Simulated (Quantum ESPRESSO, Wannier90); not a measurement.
## Wannierisation of Mo$_{2}$N (anti-anatase)

```xyz
6
Lattice="4.2556 0.0000 0.0000 0.0000 4.2556 0.0000 -2.1278 -2.1278 3.9751" Properties=species:S:1:pos:R:3 pbc="T T T"
Mo     2.1278     0.0000    -0.1037
Mo     0.0000     0.0000     1.8839
Mo     0.0000     0.0000    -1.8839
Mo     0.0000    -2.1278     0.1037
N     -2.1278     0.0000     1.9875
N      2.1278     2.1278     0.0000
```

Materials Project entry mp-27953; symmetrised, unrelaxed at this level. COD (Crystallography Open Database) has an entry of this formula and space group (matched by these alone). Method: PBEsol plane waves in Quantum ESPRESSO 7.5 (PseudoDojo norm-conserving files, 68 Ry, spinors with spin-orbit coupling), Bloch states on a 4×4×4 mesh through Γ, Wannier90 4.0.1. Density: 8×8×8 mesh, cold smearing 0.01 Ry.

A tight-binding model is made by disentanglement and projection with no localisation steps (num_iter = 0), so the 52 orbitals stay atom-like: hydrogen-like Mo: d; N: p, axes along x, y, z; frozen window up to 1.50 eV relative to the Fermi level. It follows pw.x to 19 meV rms for states up to 1.0 eV relative to the Fermi level. Matrix elements depend on this choice of orbitals and windows.

The 45 largest hoppings ⟨m,0|H|n,R⟩ between different sites (one of each Hermitian pair; signs follow the real orbitals' lobes; the list may end inside a set of equal values):

```
m                      n      R  distance of the centres (Å)  t (eV)  Im t (eV)
-----------  -----------  -----  ---------------------------  ------  ---------
Mo2 dz2↑          N6 pz↑  0 0 1                         2.34   2.421      0.000
Mo2 dz2↓          N6 pz↓  0 0 1                         2.34   2.421      0.000
N5 pz↑          Mo4 dz2↑  0 1 1                         2.34  -2.421      0.000
N5 pz↓          Mo4 dz2↓  0 1 1                         2.34  -2.421      0.000
Mo1 dz2↑          N5 pz↑  1 0 0                         2.34   2.421      0.000
Mo1 dz2↓          N5 pz↓  1 0 0                         2.34   2.421      0.000
N6 pz↑          Mo3 dz2↑  1 1 1                         2.34  -2.421      0.000
N6 pz↓          Mo3 dz2↓  1 1 1                         2.34  -2.421      0.000
N5 py↓       Mo3 dx2-y2↓  0 0 1                         2.13  -1.587      0.000
N6 px↓       Mo4 dx2-y2↓  0 1 0                         2.13   1.587      0.000
N5 py↓       Mo3 dx2-y2↓  0 1 1                         2.13   1.587      0.000
N6 px↓       Mo4 dx2-y2↓  1 1 0                         2.13  -1.587      0.000
N5 px↑       Mo2 dx2-y2↑  0 0 0                         2.13  -1.587      0.000
N5 px↓       Mo2 dx2-y2↓  0 0 0                         2.13  -1.587      0.000
N6 py↑       Mo1 dx2-y2↑  0 0 0                         2.13  -1.587      0.000
N6 py↓       Mo1 dx2-y2↓  0 0 0                         2.13  -1.587      0.000
N5 py↑       Mo3 dx2-y2↑  0 0 1                         2.13  -1.587      0.000
N6 px↑       Mo4 dx2-y2↑  0 1 0                         2.13   1.587      0.000
N6 py↑       Mo1 dx2-y2↑  0 1 0                         2.13   1.587      0.000
N6 py↓       Mo1 dx2-y2↓  0 1 0                         2.13   1.587      0.000
N5 py↑       Mo3 dx2-y2↑  0 1 1                         2.13   1.587      0.000
Mo2 dx2-y2↑       N5 px↑  1 0 0                         2.13   1.587      0.000
Mo2 dx2-y2↓       N5 px↓  1 0 0                         2.13   1.587      0.000
N6 px↑       Mo4 dx2-y2↑  1 1 0                         2.13  -1.587      0.000
Mo2 dyz↑          N6 py↑  0 0 1                         2.05  -1.524      0.000
Mo2 dyz↓          N6 py↓  0 0 1                         2.05  -1.524      0.000
N5 py↑          Mo4 dyz↑  0 1 1                         2.05   1.524      0.000
N5 py↓          Mo4 dyz↓  0 1 1                         2.05   1.524      0.000
Mo1 dxz↑          N5 px↑  1 0 0                         2.05  -1.524      0.000
Mo1 dxz↓          N5 px↓  1 0 0                         2.05  -1.524      0.000
N6 px↑          Mo3 dxz↑  1 1 1                         2.05   1.524      0.000
N6 px↓          Mo3 dxz↓  1 1 1                         2.05   1.524      0.000
N5 py↑          Mo2 dxy↑  0 0 0                         2.14   1.348      0.000
N5 py↓          Mo2 dxy↓  0 0 0                         2.14   1.348      0.000
N6 px↑          Mo1 dxy↑  0 0 0                         2.14  -1.348      0.000
N6 px↓          Mo1 dxy↓  0 0 0                         2.14  -1.348      0.000
N5 px↑          Mo3 dxy↑  0 0 1                         2.14  -1.348      0.000
N5 px↓          Mo3 dxy↓  0 0 1                         2.14  -1.348      0.000
N6 px↑          Mo1 dxy↑  0 1 0                         2.14   1.348      0.000
N6 px↓          Mo1 dxy↓  0 1 0                         2.14   1.348      0.000
N6 py↑          Mo4 dxy↑  0 1 0                         2.14  -1.348      0.000
N6 py↓          Mo4 dxy↓  0 1 0                         2.14  -1.348      0.000
N5 px↑          Mo3 dxy↑  0 1 1                         2.14   1.348      0.000
N5 px↓          Mo3 dxy↓  0 1 1                         2.14   1.348      0.000
Mo2 dxy↑          N5 py↑  1 0 0                         2.14  -1.348      0.000
```
